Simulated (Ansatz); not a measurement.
The start is a generated cell, Mg placed in the bcc structure type. The cell and all atomic positions are relaxed at zero pressure with PBEsol (plane waves to 420 eV, PAW, scalar-relativistic; Ansatz, a quantum-chemistry and plane-wave program). The first steps use a coarse 13×13×13 k-mesh.

Starting cell:
```
CELL_PARAMETERS angstrom
     -1.79824     1.79824     1.79824
      1.79824    -1.79824     1.79824
      1.79824     1.79824    -1.79824
ATOMIC_POSITIONS crystal
  Mg 0.00000 0.00000 0.00000
```

```json
{
 "outcome": "The space group stays Im-3m (No. 229) (the run could not lower it); the end is bcc (W type), with 1 atom in the primitive cell",
 "volume_change": "-3.4 %, from 23.26 to 22.48 Å³/atom",
 "Shortest distances (start → end)": "The closest pairs of elements (up to four, under 3.6 Å), start → end: Mg–Mg 3.11 → 3.08 Å",
 "optimiser_moves": "4"
}
```

Final values are on a 18×18×18 k-mesh of the relaxed cell. No spin polarisation in the result.

The run could not lose the symmetry of its start: the end is stationary, and may be a saddle point rather than a minimum.

The relaxed structure here is a generated cell of Mg: the first start was made by placing the elements on the sites of a structure type, and the end was not matched to a known phase here, so it may be hypothetical. Known forms of Mg include space group No. 194.
